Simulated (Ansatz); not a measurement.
## Relaxing a structure of CeO2

The start is a generated cell, CeO2 built in the fluorite structure type. The cell and all atomic positions are relaxed at zero pressure with r2SCAN (plane waves to 500 eV, PAW, scalar-relativistic; Ansatz, a first-principles code). The first steps use a coarse 7×7×7 k-mesh.

Initial structure:
```
CeO2
1.0
    0.00000     2.77329     2.77329
    2.77329     0.00000     2.77329
    2.77329     2.77329     0.00000
Ce O
1 2
Direct
  0.00000   0.00000   0.00000
  0.25000   0.25000   0.25000
  0.75000   0.75000   0.75000
```
Spin-polarised start, with parallel moments on Ce.

Q: How large is the pressure on the unrelaxed cell, and of which sign?

A: -10.0 GPa (negative: the cell is under tension).

Q: How much energy is released per atom?

A: 0.03 eV/atom.

Q: How does the volume per atom move from start to end?

A: -5.8 %, from 14.22 to 13.40 Å³/atom.

Q: How do the shortest distances between atoms change?

A: The closest pairs of elements (up to four, under 3.6 Å), start → end: Ce–O 2.40 → 2.35 Å; O–O 2.77 → 2.72 Å.

Q: What band gap does the relaxed structure have at this level?

A: 2.20 eV, indirect (valence top at k = (0, 0.2727, -0.2727), conduction bottom at L) (no spin-orbit coupling).

Q: What magnetic moments remain?

A: Zero (the starting moments vanished).

Q: Give the final cell and atomic positions.

A: 
```cif
data_Ce4O8
_chemical_formula_sum 'Ce4 O8'
_space_group_name_H-M_alt 'Fm-3m'
_space_group_IT_number 225
_space_group_name_Hall '-F 4 2 3'
_cell_length_a 5.43737
_cell_length_b 5.43737
_cell_length_c 5.43737
_cell_angle_alpha 90.000
_cell_angle_beta 90.000
_cell_angle_gamma 90.000
loop_
_atom_site_label
_atom_site_type_symbol
_atom_site_symmetry_multiplicity
_atom_site_Wyckoff_symbol
_atom_site_fract_x
_atom_site_fract_y
_atom_site_fract_z
_atom_site_occupancy
Ce1 Ce 4 a 0.00000 0.00000 0.00000 1
O1 O 8 c 0.25000 0.25000 0.25000 1
```
(The calculation used a cell of 3 atoms; values per cell refer to that cell.)

The space group stays Fm-3m (No. 225) (the run could not lower it); the end is fluorite type, with 3 atoms in the primitive cell. Final values are on a 11×11×11 k-mesh of the relaxed cell. No spin polarisation in the result: the starting moments vanished. No Hubbard U is applied. The 4f state was not searched, so a lower electronic state may exist.

The run could not lose the symmetry of its start; a randomly shaken copy of 3 atoms returns to this structure.

All atoms sit on sites fixed by symmetry, so only the cell could relax.
